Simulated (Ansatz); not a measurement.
NbAg in space group Pmma (No. 51; Ag on 2e, Nb on 2f) at seven volumes, DFT-r²SCAN in the program Ansatz with PAW potentials, shape and atoms relaxed at each. One row is withheld.

```csv
V (Å³/atom),P (GPa)
15.809,18.03
16.331,10.93
16.852,?
17.373,0.00
17.894,-4.13
18.415,-7.54
18.937,-10.34
```

Q: Fit the shown pressures and predict the withheld one.

A: Third-order Birch–Murnaghan: P = (3/2)B₀(x^(7/2) − x^(5/2))[1 + (3/4)(B′ − 4)(x − 1)] with x = (V₀/V)^(2/3). Least squares on the six rows gives V₀ = 17.373 Å³/atom, B₀ = 150.1 GPa, B′ = 5.14. At V = 16.852, x = 1.0205 and P = 4.94 GPa. The run itself gave 4.98 GPa.

The start of the workflow was typed in or built on a structure type; neither database checked (COD, Materials Project) lists it. Whether it is the stable phase at ambient conditions was not checked. Symmetry was held in the r²SCAN relaxation; whether a distortion lowers the energy is not shown. No spin polarisation was allowed. Its formation energy is positive at this level, so the cell may be metastable or incomplete.

Potentials: the later of the program's two PAW sets.
